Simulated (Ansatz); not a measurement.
# Ca3GeN (Pm-3m), clamped-ion strain scan

Method: DFT r2SCAN, scalar-relativistic, plane waves, PAW in Ansatz 0.2.0. Settings: plane waves to 500 eV, k-mesh 10×10×10 (Γ-centred), Gaussian smearing 0.15 eV. No spin polarisation. Energies are free energies at this smearing, counted from the undisturbed cell; pressure is positive in compression.

The starting cell (as given, not relaxed at this level; it stands at 1.4 GPa, and it needn't be the usual structure):

```
Ca Ge N
1.0
     4.75730    0.00000    0.00000
     0.00000    4.75730    0.00000
     0.00000    0.00000    4.75730
Ca Ge N
3 1 1
Direct
  0.00000 0.50000 0.50000
  0.50000 0.00000 0.50000
  0.50000 0.50000 0.00000
  0.00000 0.00000 0.00000
  0.50000 0.50000 0.50000
```

The cell is strained by ε times the Voigt pattern (0, 0, 0, 1, 0, 0) (xx, yy, zz, yz, xz, xy; engineering shear) with fractional coordinates fixed. The cell is metallic on the mesh throughout.

```csv
ε,ΔE (meV/atom),"stress summed along the pattern (GPa, tension positive)",pressure (GPa)
-0.1500,73.4,-7.23,1.9
-0.0750,18.2,-3.56,1.5
0.0000,0.0,0.00,1.4
0.0187,1.1,0.88,1.4
0.0375,?,?,1.4
0.0562,10.2,2.66,1.4
0.0937,28.4,?,?
0.1125,41.0,5.37,1.7
0.1312,56.0,6.29,1.8
```

By symmetry 0.1500 repeats -0.1500, -0.1125 repeats 0.1125, 0.0750 repeats -0.0750, -0.0375 repeats 0.0375 in energy, with the opposite slope along the path.

(1) Give the withheld values.

## Answers

(1) ΔE (meV/atom) at ε = 0.0375: 4.5; stress summed along the pattern (GPa, tension positive) at ε = 0.0375: 1.77; stress summed along the pattern (GPa, tension positive) at ε = 0.0937: 4.46; pressure (GPa) at ε = 0.0937: 1.6.